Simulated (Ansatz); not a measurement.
**Zn$_{4}$SO$_{3}$ (P-4m2)**

All numbers below come from DFT PBE, scalar-relativistic, plane waves, PAW (Ansatz 0.2.0).

Plane waves to 420 eV, a k mesh through Γ of 10×10×4 on the computed 8-atom cell and Gaussian smearing (0.01 eV); no spin polarisation.

The structure is relaxed at this level of theory with its symmetry kept, and needn't be the ground state of this composition.

Space group P-4m2 (No. 115). a = 3.459 Å, b = 3.459 Å, c = 9.351 Å, α = 90.00°, β = 90.00°, γ = 90.00°
```json
{"atom": "Zn", "site": "2g", "symmetry": "2mm.", "x": "0.5000", "y": "0.0000", "z": "0.6608"}
{"atom": "Zn", "site": "2g", "symmetry": "2mm.", "x": "0.0000", "y": "0.5000", "z": "0.8883"}
{"atom": "S", "site": "1c", "symmetry": "-4m2", "x": "0.5000", "y": "0.5000", "z": "0.5000"}
{"atom": "O", "site": "2e", "symmetry": "2mm.", "x": "0.0000", "y": "0.0000", "z": "0.7761"}
{"atom": "O", "site": "1b", "symmetry": "-4m2", "x": "0.5000", "y": "0.5000", "z": "0.0000"}
```

(1) Formation energy from the elements' standard states (uncorrected)?

(2) Kohn–Sham band gap?

(3) Orbital (Löwdin) character of the top 1 eV of the valence band?

(4) Orbital (Löwdin) character of the lowest 1 eV of the conduction band?

(5) Electron masses at the edge by direction of the standard setting (m_e; one valley, along these axes only; no spin-orbit coupling)?

(6) Hole masses at the edge by direction of the standard setting (m_e; one valley, along these axes only; no spin-orbit coupling)?

(7) Bulk modulus?

(8) Its pressure derivative?

(9) Electronic dielectric constant xx, yy, zz (independent particles)?

(10) Bader charge by site (e)?

Results:

(1) -1.202 eV/atom.

(2) 0.13 eV, indirect from (0.000, -0.500, -0.010) to Γ.

(3) S 3p 62 %, O 2p 23 %, Zn 3d 12 %.

(4) Zn 4s 50 %, O 2p 17 %, O 2s 14 %, S 3p 8 %, unprojected 5 %.

(5) x: 0.083; y: 0.083; z: 0.12.

(6) x: 0.26; y: 7.0; z: over 30.

(7) 105 GPa.

(8) 3.4.

(9) 7.2, 7.2, 6.6.

(10) Zn (2 in the cell) 1.05, Zn (2 in the cell) 1.20, S (1 in the cell) -0.89, O (2 in the cell) -1.20, O (1 in the cell) -1.21.

The cell was found from a structure generator's guess, not taken from experiment. Kohn–Sham gaps at this level usually fall short of measured ones. Löwdin shares on free-atom orbitals overweight diffuse shells in the empty bands.
